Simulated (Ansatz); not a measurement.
A geometry of Br away from equilibrium: step 5 of the relaxation of a relaxed Br cell, doubled along one cell vector, shaken by Gaussian noise of σ = 0.08 Å a coordinate. Level of theory: PBE (plane waves to 420 eV, PAW, scalar-relativistic; Ansatz, a program for electronic structure). Γ-centred k-mesh 6×6×3 on the run's cell (coarser than for final values), Fermi–Dirac smearing 0.05 eV. The plane waves were selected for a different cell earlier on the path.

```xyz
4
Lattice="0.0416 3.5813 3.5326 3.5866 -0.0446 3.6188 7.0499 7.2118 0.0340" Properties=species:S:1:pos:R:3 pbc="T T T"
Br     2.4110     1.8107     2.2400
Br     5.4839     5.2995     1.9889
Br    -0.4418    -0.1361    -0.5384
Br     3.2288     3.5755    -0.2362
```
Spin-polarised start, with parallel moments on Br.

### Question
Give the Cartesian forces on all atoms (eV/Å).

### Answer
```json
[
 {"atom": "Br1", "Fx": "-0.04", "Fy": "0.56", "Fz": "-0.41"},
 {"atom": "Br2", "Fx": "0.93", "Fy": "-0.96", "Fz": "1.06"},
 {"atom": "Br3", "Fx": "0.06", "Fy": "-0.54", "Fz": "0.37"},
 {"atom": "Br4", "Fx": "-0.96", "Fy": "0.94", "Fz": "-1.02"}
]
```

The path ends in P-1 (No. 2). No spin polarisation in the result: the starting moments vanished.

The end of the path is a generated cell of Br: the first start was made by placing the elements on the sites of a structure type, and the end was not matched to a known phase here, so it may be hypothetical. Known forms of Br include space group No. 64.
